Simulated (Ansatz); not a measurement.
**NaTaSnO5: reading a single point**

```yaml
crystal:
  lattice:
    - [3.55333, 4.63115, 0.00000]
    - [3.55333, -4.63115, 0.00000]
    - [3.23326, 0.00000, -6.97886]
  atoms:
    - { symbol: Na, position: [0.32594, 0.67406, 0.25000] }
    - { symbol: Na, position: [0.67406, 0.32594, 0.75000] }
    - { symbol: Ta, position: [0.00000, 0.00000, 0.00000] }
    - { symbol: Ta, position: [0.00000, 0.00000, 0.50000] }
    - { symbol: Sn, position: [0.31758, 0.68242, 0.75000] }
    - { symbol: Sn, position: [0.68242, 0.31758, 0.25000] }
    - { symbol: O, position: [0.06634, 0.93366, 0.25000] }
    - { symbol: O, position: [0.93366, 0.06634, 0.75000] }
    - { symbol: O, position: [0.63408, 0.75742, 0.58882] }
    - { symbol: O, position: [0.24258, 0.36592, 0.91118] }
    - { symbol: O, position: [0.36592, 0.24258, 0.41118] }
    - { symbol: O, position: [0.75742, 0.63408, 0.08882] }
    - { symbol: O, position: [0.30306, 0.89238, 0.88763] }
    - { symbol: O, position: [0.10762, 0.69694, 0.61237] }
    - { symbol: O, position: [0.69694, 0.10762, 0.11237] }
    - { symbol: O, position: [0.89238, 0.30306, 0.38763] }
```

Single point in Ansatz 0.2.0 with PBE, no spin polarisation. Cutoff 420 eV, PAW datasets, 5×5×4 Γ-centred k mesh, gaussian filling (width 0.241 eV).

(1) What is the band gap?

(2) What is the character of the valence top and the conduction bottom?

(3) What do density and ELF say about some of the short contacts?

(4) Is it stable against the elements?

Origin: a known structure type with other elements, at an estimated volume, so it need not be a known compound. Caveats: an odd or shifted mesh can miss the band edges, so this level's true gap may be smaller; no spin-orbit coupling, which can shift this gap by tenths of an eV; atoms or cell far from equilibrium; wide smearing.

Answers

(1) The gap on the k mesh is 3.41 eV; the mesh may miss the band edges, so the true gap of this level can be smaller.

(2) Within 0.7 eV of the edges, the states project mainly on O p (96 %) below the gap and on Ta d (74 %) and O p (15 %) above it.

(3) Sn–O at 1.81 Å: least valence density 1.12 e/Å³ and ELF 0.26 there. Ta–O at 2.02 Å: least valence density 0.80 e/Å³ and ELF 0.25 there. Na–O at 2.40 Å: least valence density 0.12 e/Å³ and ELF 0.02 there, a closed-shell (ionic or weak) contact. These are pseudo-fields; inside the PAW spheres they differ from the all-electron ones.

(4) -1.95 eV an atom against the elements' usual phases (free molecules for gases, crystals otherwise, with no correction for O₂ or N₂), so it is bound against them; other compounds may still compete. Relaxing would lower it.
